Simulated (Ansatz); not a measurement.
Hf:
```
CELL_PARAMETERS angstrom
      3.12086     0.00000     0.00000
     -1.56043     2.70274     0.00000
      0.00000     0.00000     4.93879
ATOMIC_POSITIONS crystal
  Hf 0.33333 0.66667 0.75000
  Hf 0.66667 0.33333 0.25000
```

Relaxed with LDA. Special points in fractions of this cell's reciprocal vectors: Γ (0.000, 0.000, 0.000); M (0.500, 0.000, 0.000); K (0.333, 0.333, 0.000); A (0.000, 0.000, 0.500); L (0.500, 0.000, 0.500); H (0.333, 0.333, 0.500).

List the band energies nearest the Fermi level at these points for DFT-LDA in the program Ansatz with PAW potentials.

In eV from the Fermi level; about four levels below and three above (degenerate sets whole), none deeper than 8.9 eV; points with the same levels are listed once.

```csv
k,below,above
Γ,-7.59 -3.96,1.03 1.11 1.11
M,-3.48 -3.04 -2.48 -0.61,0.67 0.94 1.76
K,-2.43 -1.82 -1.82 -1.45,0.35 0.35 2.15
A,-5.49 -5.49,0.11 0.11 0.98 0.98 0.98 0.98
L,-3.66 -3.66 -1.15 -1.15,1.51 1.51 2.72 2.72
H,-1.55 -1.55 -0.09 -0.09,2.57 2.57 5.37 5.37
```

Space group P6_3/mmc (hcp (Mg type)). The LDA relaxation kept the symmetry of its start. No spin polarisation was allowed. Spin–orbit coupling is left out wherever it is not named.

Potentials: the later of the program's two PAW sets.
